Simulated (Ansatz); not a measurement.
# Relaxing a structure of Ga2O3

The start is a generated cell, Ga2O3 placed in the AFLOW prototype A2B3_tP10_127_g_ah (D5_a). A full variable-cell relaxation at zero pressure is run with PBEsol (plane waves to 420 eV, PAW, scalar-relativistic; Ansatz, a quantum-chemistry and plane-wave program). First-step values are on the input's coarse k-mesh.

Ansatz input (later rounds restart from its end on a renewed k-mesh):
Ansatz 0.2 input:
```yaml
crystal:
  lattice:
    - [5.5495875, 0, 0]
    - [0, 5.5495875, 0]
    - [0, 0, 2.9425734]
  atoms:
    - { symbol: O, position: [0, 0, 0] }
    - { symbol: O, position: [0.5, 0.5, 0] }
    - { symbol: O, position: [0.1821, 0.6821, 0.5] }
    - { symbol: O, position: [0.6821, 0.8179, 0.5] }
    - { symbol: O, position: [0.3179, 0.1821, 0.5] }
    - { symbol: O, position: [0.8179, 0.3179, 0.5] }
    - { symbol: Ga, position: [0.3841, 0.8841, 0] }
    - { symbol: Ga, position: [0.8841, 0.6159, 0] }
    - { symbol: Ga, position: [0.1159, 0.3841, 0] }
    - { symbol: Ga, position: [0.6159, 0.1159, 0] }
basis: { ecutwfc: 420, ecutrho_ratio: 4, xc_grid: 2, fft_grid_basis: typed }
kpoints: { mp_grid: { grid: [4, 4, 8] } }
hamiltonian:
  xc: pbesol
  dispersion: none
  pseudopotentials: { azcp: { folder: ./paw }, kind: paw }
scf: { occupations: { method: fermi_dirac, width: 0.05 } }
relax: { f_tol: 0.01, max_steps: 100, cell: { stress_tol: 0.02 } }
output: { forces: true, stress: true }
```

Task: How does the volume per atom move from start to end?

Result: +2.8 %, from 9.06 to 9.31 Å³/atom.

Task: How do the shortest distances between atoms change?

Result: The closest pairs of elements (up to four, under 3.6 Å), start → end: Ga–Ga 1.82 → 2.87 Å; Ga–O 2.16 → 1.94 Å; O–O 2.51 → 2.28 Å.

Task: Is the relaxed structure metallic? Give its gap.

Result: Zero, with touching bands (no spin-orbit coupling).

The space group stays P4/mbm (No. 127) (the run could not lower it), with 10 atoms in the primitive cell. Final values are on a 8×8×16 k-mesh of the relaxed cell. The start holds a very short contact (Ga–Ga 1.82 Å). No spin polarisation in the result.

The run could not lose the symmetry of its start: the end is stationary, and may be a saddle point rather than a minimum.

The relaxed structure here is a generated cell of Ga2O3: the first start was made by placing the elements on the sites of a structure type, and the end was not matched to a known phase here, so it may be hypothetical. Known forms of Ga2O3 include space group No. 12, 167.
